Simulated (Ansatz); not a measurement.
An Ansatz (a first-principles code) run. Input:

Ansatz 0.2 input:
```yaml
crystal:
  lattice:
    - [3.5206335684, 0.0, 0.0]
    - [0.0, 3.5206335684, 0.0]
    - [0.0, 0.0, 3.5206335684]
  atoms:
    - { symbol: Zn, position: [0.5, 0.5, 0.5] }
    - { symbol: Y, position: [0.0, 0.0, 0.0] }
kpoints:
  mp_grid: { grid: [9, 9, 9] }
  band_path:
    path:
      - [[0.0, 0.0, 0.0], [0.0, 0.5, 0.0], [0.5, 0.5, 0.0], [0.0, 0.0, 0.0], [0.5, 0.5, 0.5], [0.0, 0.5, 0.0]]  # Γ-X-M-Γ-R-X
      - [[0.5, 0.5, 0.5], [0.5, 0.5, 0.0]]  # R-M
    npoints: 12
basis: { xc_grid: 2 }
hamiltonian:
  xc: pbesol
  pseudopotentials: { kind: paw }
magnetization: { noncollinear: true, spin_orbit: true }
scf:
  n_extra_bands: 13
  convergence: { dr2_threshold: 0.0000000001 }
  occupations: { method: gaussian, width: 0.05 }
output: { eigenvalues: true }
```

Output (shortened):

```
Pseudopotential: Zn, paw_fr, valence charge 12
Pseudopotential: Y, paw_fr, valence charge 11
Functional definition: PBEsol
non-collinear run that drives no moment, with spin-orbit …
Crystal: 2 atoms, lattice volume = 43.638 Å³
Basis set: ecut = 420 eV, 847 PW (Γ), exchange–correlation on 48×48×48 points (8 copies of the dense FFT grid, shifted against one another)
Bands: 36, of which v1, the nominal top of the filled ones, is band 23 counted from 1 (22 counted from 0)
Symmetry: 48 space group operations + 48 with time reversal
k-points: 35 of 729
Projection manifold: j_resolved (fully-relativistic pseudo-atomic orbitals)
SCF iter   1: F=—  HF=-7078.298120 eV  |F-HF|=—  |Δ(HF+E_count)|=         —  Δρ=9.36e-2  dr2=3.27e0  dr2_m=0.00e0 (ungated)  ethr=3.10e-3  |M|=0.00e0 ∫|m|=0.00e0 μB  |m|>n=0.0e0 m-floor=0.0e0 τ_xc=0.0e0  β_m=0.30  ⟨swp⟩=9.1  Hψ=3478  notcnv=0  defer=12
preconditioner: auto → none
SCF iter   2: F=—  HF=-7077.661408 eV  |F-HF|=—  |Δ(HF+E_count)|=   6.37e-1  Δρ=2.43e-2  dr2=3.74e-1  dr2_m=0.00e0 (ungated)  ethr=3.10e-3  |M|=0.00e0 ∫|m|=0.00e0 μB  |m|>n=0.0e0 m-floor=0.0e0 τ_xc=0.0e0  β_m=0.33  ⟨swp⟩=2.0  Hψ=1156  notcnv=0  defer=188
SCF iter   3: F=—  HF=-7077.512287 eV  |F-HF|=—  |Δ(HF+E_count)|=   1.49e-1  Δρ=1.23e-2  dr2=7.62e-2  dr2_m=0.00e0 (ungated)  ethr=1.62e-3  |M|=0.00e0 ∫|m|=0.00e0 μB  |m|>n=0.0e0 m-floor=0.0e0 τ_xc=0.0e0  β_m=0.50  ⟨swp⟩=1.7  Hψ=821  notcnv=0  defer=188
SCF iter   4: F=—  HF=-7077.469665 eV  |F-HF|=—  |Δ(HF+E_count)|=   4.26e-2  Δρ=4.57e-3  dr2=2.96e-3  dr2_m=0.00e0 (ungated)  ethr=3.31e-4  |M|=0.00e0 ∫|m|=0.00e0 μB  |m|>n=0.0e0 m-floor=0.0e0 τ_xc=0.0e0  β_m=0.58  ⟨swp⟩=2.0  Hψ=922  notcnv=0  defer=198
SCF iter   5: F=—  HF=-7077.473624 eV  |F-HF|=—  |Δ(HF+E_count)|=   3.96e-3  Δρ=3.17e-3  dr2=2.33e-3  dr2_m=0.00e0 (ungated)  ethr=1.29e-5  |M|=0.00e0 ∫|m|=0.00e0 μB  |m|>n=0.0e0 m-floor=0.0e0 τ_xc=0.0e0  β_m=0.71  ⟨swp⟩=2.0  Hψ=948  notcnv=0  defer=198
SCF iter   6: F=—  HF=-7077.473963 eV  |F-HF|=—  |Δ(HF+E_count)|=   3.39e-4  Δρ=4.27e-4  dr2=4.43e-5  dr2_m=0.00e0 (ungated)  ethr=1.01e-5  |M|=0.00e0 ∫|m|=0.00e0 μB  |m|>n=0.0e0 m-floor=0.0e0 τ_xc=0.0e0  β_m=0.72  ⟨swp⟩=2.0  Hψ=786  notcnv=0  defer=198
SCF iter   7: F=—  HF=-7077.473949 eV  |F-HF|=—  |Δ(HF+E_count)|=   1.39e-5  Δρ=2.98e-5  dr2=2.14e-7  dr2_m=0.00e0 (ungated)  ethr=1.93e-7  |M|=0.00e0 ∫|m|=0.00e0 μB  |m|>n=0.0e0 m-floor=0.0e0 τ_xc=0.0e0  β_m=0.84  ⟨swp⟩=2.0  Hψ=719  notcnv=0  defer=198
SCF iter   8: F=—  HF=-7077.473949 eV  |F-HF|=—  |Δ(HF+E_count)|=   1.06e-7  Δρ=1.27e-5  dr2=6.12e-8  dr2_m=0.00e0 (ungated)  ethr=9.29e-10  |M|=0.00e0 ∫|m|=0.00e0 μB  |m|>n=0.0e0 m-floor=0.0e0 τ_xc=0.0e0  β_m=0.85  ⟨swp⟩=2.0  Hψ=798  notcnv=0  defer=198
SCF iter  10: F=-7077.473949 eV  HF=-7077.473949 eV  |F-HF|=9.09e-12  |Δ(HF+E_count)|=  9.77e-10  Δρ=2.04e-7  dr2=9.37e-12  dr2_m=0.00e0 (ungated)  ethr=1.00e-12  |M|=0.00e0 ∫|m|=0.00e0 μB  |m|>n=0.0e0 m-floor=0.0e0 τ_xc=0.0e0  ⟨swp⟩=7.0  Hψ=2555  notcnv=0
SCF 1 converged in 10 iterations: F = -7077.473949 eV  dr2 = 9.37e-12
NSCF: frozen V_eff on 74 k-points
SCF converged after 10 iterations
Magnetization: |M| = 0.0000 μB,  M = (+0.0000, +0.0000, +0.0000) μB
Absolute magnetization: 0.0000 μB (∫|m|)
  site 0: m = (+0.0000, +0.0000, +0.0000) μB, |m| = 0.0000 μB  (R = 1.26 Å)
  site 1: m = (+0.0000, +0.0000, +0.0000) μB, |m| = 0.0000 μB  (R = 1.26 Å)
Free energy (F): -7077.473949 eV
Harris-Foulkes:  -7077.473949 eV  (|F-HF|=9.09e-12)
Internal energy: -7077.470721 eV  (E = F + TS)
E sigma→0 (E₀):  -7077.472335 eV
Entropy (-TS):   -0.003228 eV (-1.614 meV/atom)
Fermi energy:    10.768375 eV
--- Per-component energies (eV) ---
  E_band       = -53.670859
  E_kinetic    = 437.469131
  E_local      = -2217.206051  (includes V_loc(G=0)·N_el)
  E_nonlocal   = 660.867671
  E_hartree    = 879.935982
  E_xc         = -309.032427
  E_vxc        = -252.702639  (∫ρ·V_xc dr)
  E_paw        = -4559.867626  (= ΣΔE_a)
  E_vpaw       = -441.970729  (= ΣTr[D̂ρ^β])
  E_aug_tail   = -0.000361  (compensation charges beyond the density's cutoff)
  E_ewald      = -1970.586413
  E_core_change = 0.949374  (= ΣΔE_core)
  E_smearing   = -0.003228  (= −TS)
  E_closure    = 0.000000  (closes the sum)
  Σ components = -7077.473949   (vs F -7077.473949, Δ=0.00e0)
  [band-id]    e_kinetic+e_local+e_nonlocal+2·e_hartree+e_vxc+e_vpaw+e_augmentation_tail = -53.671014   (vs E_band -53.670859, Δ=-1.55e-4)
--- Band table (eV; the first three rows and the last of 35) ---
  k-point 0: bands = ["-31.6853", "-31.6853", "-12.5650", "-12.5650", "-11.1040", "-11.1040", "-11.1040", "-11.1040", "3.5787", "3.5787", "3.5787", "3.5787", "3.6231", "3.6231", "3.9487", "3.9487", "3.9487", "3.9487", "4.0519", "4.0519", "10.7246", "10.7246", …
  k-point 1: bands = ["-31.6818", "-31.6818", "-12.5772", "-12.5772", "-11.1369", "-11.1369", "-11.0997", "-11.0997", "3.5847", "3.5847", "3.5943", "3.5943", "3.8131", "3.8131", "3.9521", "3.9521", "3.9555", "3.9555", "4.0505", "4.0505", "10.6841", "10.6841", …
  k-point 2: bands = ["-31.6731", "-31.6731", "-12.6111", "-12.6111", "-11.2149", "-11.2149", "-11.0887", "-11.0887", "3.5996", "3.5996", "3.6280", "3.6280", "3.9605", "3.9605", "3.9674", "3.9674", "4.0475", "4.0475", "4.3715", "4.3715", "10.2336", "10.2336", …
  k-point 34: bands = ["-31.6026", "-31.6026", "-12.8125", "-12.8125", "-11.3993", "-11.3993", "-11.3982", "-11.3982", "3.6583", "3.6583", "3.6666", "3.6666", "3.9383", "3.9383", "4.1297", "4.1297", "4.1297", "4.1297", "8.3320", "8.3320", "8.9038", "8.9038", …
```

Cost: roughly 18 core-seconds on shared cores.

Space group Pm-3m (CsCl type). The workflow started from an entry of the Crystallography Open Database (COD). Whether it is the stable phase at ambient conditions was not checked. The PBEsol relaxation kept the symmetry of its start; of distortions, only those at the zone centre were tested. No spin polarisation was allowed.

Potentials: the later of the program's two PAW sets.

Ansatz is a plane-wave DFT program.
